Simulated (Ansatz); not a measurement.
Relaxed Al (fcc, Cu type):

```
Al
1.0
    4.03999     0.00000     0.00000
    0.00000     4.03999     0.00000
    0.00000     0.00000     4.03999
Al
4
Direct
  0.00000   0.00000   0.00000
  0.50000   0.50000   0.00000
  0.50000   0.00000   0.50000
  0.00000   0.50000   0.50000
```

In each cell atom 4 (Al, nearest neighbour Al at 2.857 Å; its periodic images, 4.0 Å or more away, move with it) moves by s·(0.000, 0.000, 1.000) (along Cartesian z), the rest being held.

Computed with PBE (plane waves to 420 eV, PAW, scalar-relativistic; Ansatz, a first-principles code). k mesh 9×9×9 (Γ-centred), Fermi-Dirac smearing 0.05 eV. E stands for the smeared free energy. With partly filled bands, energies and forces of such displacements shift with the k mesh and the smearing. On this mesh the relaxed cell isn't quite at rest: it carries a pressure of 0.2 GPa (compression positive) at the zero of the scan. Al was relaxed with its symmetry unable to fall. The PAW data are Ansatz's earlier set. The zero of ΔE is the undisplaced structure. The last digit holds for this mesh only.

```csv
s (Å),ΔE (meV/cell)
-0.290,188.6
-0.232,119.4
-0.174,66.6
-0.116,withheld
-0.058,7.3
0.000,0.0
0.058,7.3
0.116,withheld
0.174,66.6
0.232,119.4
0.290,188.6
```

Problem. Fit an even polynomial form (powers 2, 4) to the given rows and predict ΔE at s = 0.116.

Solution. Least squares on the 9 given rows: ΔE = (2175)·s² + (799.1)·s⁴, in meV/cell with s in Å; root-mean-square residual 0.02 meV/cell. At 0.116 the fit gives 29.4 meV/cell; the calculation gives 29.4 meV/cell, the same to the digits shown. The quadratic term alone would give 29.3 meV/cell.

(For displaced atoms, the force is minus the slope of the energy, and its curvature is a force constant, which sets phonon frequencies.)
